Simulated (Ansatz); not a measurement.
**Cs3Y2I3Br6 — ⁷⁹Br nuclear quadrupole resonance**

Cell: an entry of the Crystallography Open Database (COD), relaxed with PBE at fixed cell and then changed (all 12 I of one site replaced by Br, ions relaxed).

```
CELL_PARAMETERS angstrom
8.40600 0.00000 0.00000
-4.20300 7.27981 0.00000
0.00000 0.00000 21.28000
ATOMIC_POSITIONS crystal
Cs 0.00000 0.00000 0.25000
Cs 0.00000 0.00000 0.75000
Cs 0.33333 0.66667 0.06241
Cs 0.66667 0.33333 0.56241
Cs 0.33333 0.66667 0.43759
Cs 0.66667 0.33333 0.93759
Y 0.66667 0.33333 0.15220
Y 0.33333 0.66667 0.65220
Y 0.66667 0.33333 0.34780
Y 0.33333 0.66667 0.84780
I 0.50314 0.00627 0.25000
I 0.49686 0.50314 0.75000
I 0.99373 0.49686 0.25000
I 0.49686 0.99373 0.75000
I 0.50314 0.49686 0.25000
I 0.00627 0.50314 0.75000
Br 0.82643 0.65286 0.08670
Br 0.17357 0.82643 0.58670
Br 0.34714 0.17357 0.08670
Br 0.17357 0.34714 0.58670
Br 0.82643 0.17357 0.08670
Br 0.65286 0.82643 0.58670
Br 0.34714 0.17357 0.41330
Br 0.17357 0.82643 0.91330
Br 0.82643 0.65286 0.41330
Br 0.65286 0.82643 0.91330
Br 0.82643 0.17357 0.41330
Br 0.17357 0.34714 0.91330
```

Atoms are numbered from 1 in the order listed; like atoms form one site, named after its first atom.

The numbers come from a DFT calculation in Ansatz (PBE, plane waves and PAW, scalar-relativistic, 420 eV cutoff, Γ-centred 4×4×2 k-points, Fermi–Dirac smearing 0.02 eV).

⁷⁹Br: I = 3/2, Q = 308.7 mb (year-2017 value). Static lattice, zero field.

Q: At which frequencies do the ⁷⁹Br NQR lines lie?

A: For I = 3/2 there is one line, ν = (|C_Q|/2)(1 + η²/3)^½.

```tsv
site	atoms	V_zz (10²¹ V/m²)	C_Q (MHz)	η	line frequencies (MHz)
Br	17, 18, 19, 20, 21, 22, …	5.35	39.9	0.13	20.0
```

Q: And for ⁸¹Br (I = 3/2, Q = 257.9 mb) on Br?

A: C_Q scales with Q to 33.3 MHz, with lines at 16.7 MHz.

At Br V_zz points along its bond to Y (within 3°).

Without spin–orbit coupling (the program notes it for Y) the gradients are little affected as a rule: paired runs on crystals with a gap mostly move them by under 2 % at such atoms.
